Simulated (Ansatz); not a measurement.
ScGa₂ in space group Imma (No. 74; Ga on 8h, Sc on 4e), the program Ansatz at the PBE level (PAW), all energies at zero smearing, with the estimated change up to a 700 eV cutoff added, with one set of potentials and settings (totals compare only within such a set). Cell of 6 atoms (4 Ga, 2 Sc): -19407.085 eV.

```
element                reference phase  E (eV/atom)
-------  -----------------------------  -----------
Ga           Cmce, 4 atoms in the cell   -3783.0209
Sc       P6_3/mmc, 2 atoms in the cell   -2135.8097
```

Formation energy per atom, worked out: (-19407.085 − 4×(-3783.0209) − 2×(-2135.8097))/6 = -0.564 eV/atom (-54 kJ per mol of atoms), at 0 K, without zero-point energy or fitted corrections.

The workflow started from an entry of the Crystallography Open Database (COD). Whether it is the stable phase at ambient conditions was not checked. The PBE relaxation kept the symmetry of its start; whether a distortion lowers the energy is not shown. No spin polarisation was allowed. The references are the lowest solids computed at this level, not always the standard phases.

Potentials: the later of the program's two PAW sets.
